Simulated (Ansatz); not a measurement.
The start is a generated trial cell of TiB2 in the MoSi2 structure type. A full variable-cell relaxation at zero pressure is run with r2SCAN (plane waves to 500 eV, PAW, scalar-relativistic; Ansatz, an electronic-structure program). The first steps use a coarse 11×11×11 k-mesh.

Starting cell:
```yaml
crystal:
  lattice:
    - [-1.41950, 1.41950, 3.47429]
    - [1.41950, -1.41950, 3.47429]
    - [1.41950, 1.41950, -3.47429]
  atoms:
    - { symbol: Ti, position: [0.00000, 0.00000, 0.00000] }
    - { symbol: B, position: [0.33530, 0.33530, 0.00000] }
    - { symbol: B, position: [0.66470, 0.66470, 0.00000] }
```

| Property | Value |
|---|---|
| Initial pressure | +14 GPa (positive: the cell is compressed) |
| Outcome | The space group stays I4/mmm (No. 139) (the run could not lower it), with 3 atoms in the primitive cell |
| Volume change | +10.5 %, from 9.33 to 10.32 Å³/atom |
| Shortest distances (start → end) | The closest pairs of elements (up to four, under 3.6 Å), start → end: B–B 2.29 → 1.56 Å; B–Ti 2.31 → 2.20 Å; Ti–Ti 2.84 → 3.22 Å |
| Band gap at the end | no gap (metallic) |
| Optimiser moves | 17 |

Final structure:

```cif
data_B4Ti2
_chemical_formula_sum 'Ti2 B4'
_space_group_name_H-M_alt 'I4/mmm'
_space_group_IT_number 139
_space_group_name_Hall '-I 4 2'
_cell_length_a 3.22036
_cell_length_b 3.22036
_cell_length_c 5.96996
_cell_angle_alpha 90.000
_cell_angle_beta 90.000
_cell_angle_gamma 90.000
loop_
_atom_site_label
_atom_site_type_symbol
_atom_site_symmetry_multiplicity
_atom_site_Wyckoff_symbol
_atom_site_fract_x
_atom_site_fract_y
_atom_site_fract_z
_atom_site_occupancy
Ti1 Ti 2 a 0.00000 0.00000 0.00000 1
B1 B 4 e 0.00000 0.00000 0.36916 1
```
(The calculation used a cell of 3 atoms; values per cell refer to that cell.)

Final values are on a 20×20×20 k-mesh of the relaxed cell. No spin polarisation in the result.

The run could not lose the symmetry of its start: the end is stationary, and may be a saddle point rather than a minimum.

The relaxed structure here is a generated cell of TiB2: the first start was made by placing the elements on the sites of a structure type, and the end was not matched to a known phase here, so it may be hypothetical. Known forms of TiB2 include space group No. 191.
